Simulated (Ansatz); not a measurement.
ZrC:
```xyz
2
Lattice="0.0000 2.3542 2.3542 2.3542 0.0000 2.3542 2.3542 2.3542 0.0000" Properties=species:S:1:pos:R:3 pbc="T T T"
C      0.0000     0.0000     0.0000
Zr     2.3542     2.3542     2.3542
```

Relaxed with PBE. Special points in fractions of this cell's reciprocal vectors: Γ (0.000, 0.000, 0.000); X (0.500, 0.000, 0.500); U (0.625, 0.250, 0.625); K (0.375, 0.375, 0.750); L (0.500, 0.500, 0.500); W (0.500, 0.250, 0.750).

### Question
List the band energies nearest the Fermi level at these points for PBE in the plane-wave PAW code Ansatz.

### Answer
In eV from the Fermi level; about four levels below and three above (degenerate sets whole), none deeper than 8.9 eV; points with the same levels are listed once.

```
k                    below           above
-  -----------------------  --------------
Γ                        –  0.94 0.94 0.94
X              -2.06 -1.73  0.06 0.06 4.43
U        -3.02 -2.27 -1.55  1.51 4.86 5.37
L  -8.23 -5.26 -2.91 -2.91  4.48 4.48 5.31
W        -2.62 -2.33 -2.33  3.28 3.28 5.65
```

Space group Fm-3m (rock salt). The cell was relaxed with PBE under the symmetry of its start; of distortions, only those at the zone centre were tested. No spin polarisation was allowed. Spin–orbit coupling is left out wherever it is not named.

Potentials: the later of the program's two PAW sets.
